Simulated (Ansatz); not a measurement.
# CuRh2S4: reading a single point

```xyz
14
Lattice="0.0000 4.9941 4.9941 4.9941 0.0000 4.9941 4.9941 4.9941 0.0000" Properties=species:S:1:pos:R:3 pbc="T T T"
Cu    0.0000    0.0000    0.0000
Cu    2.4970    2.4970    2.4970
Rh    6.2426    6.2426    6.2426
Rh    6.2426    3.7456    3.7456
Rh    3.7456    3.7456    6.2426
Rh    3.7456    6.2426    3.7456
S     3.8355    3.8355    3.8355
S     8.6498    6.3325    6.3325
S     6.1527    6.1527    3.8355
S     6.3325    8.6498    6.3325
S     3.8355    6.1527    6.1527
S     8.6498    8.6498    8.6498
S     6.1527    3.8355    6.1527
S     6.3325    6.3325    8.6498
```

Method: PBEsol, no spin polarisation; PAW, plane waves to 420 eV, 6×6×6 Γ-centred mesh, fermi-dirac occupations (width 0.1 eV) (Ansatz 0.2.0), atoms fixed.

**Contacts.** Cu–S at 2.32 Å: least valence density 0.49 e/Å³ and ELF 0.24 there. Rh–S at 2.41 Å: least valence density 0.56 e/Å³ and ELF 0.41 there. These are pseudo-fields; inside the PAW spheres they differ from the all-electron ones.
**At the Fermi level.** It is a metal, with about 8.8 states/eV a cell as the mean within 0.25 eV of the Fermi level, mostly S p (56 %) and Rh d (30 %).
**Charges.** Bader charges in e: Cu +0.53, Rh +0.53, S -0.40. In the mean Cu gives up most and S takes most.
**Stress.** The pressure is -9.7 GPa (compression positive), so with the atoms held at these fractions the cell would first shrink.
**Forces.** The largest is on S11 (and as large on other atoms): 0.57 eV/Å, components (0.33, -0.33, -0.33). It makes 180° with the line to a nearest neighbour, Cu2 at 2.32 Å, pointing away from it.

Origin: a database entry at a rescaled volume. Caveats: many states at the Fermi level without spin polarisation, so a magnetic state may lie lower.
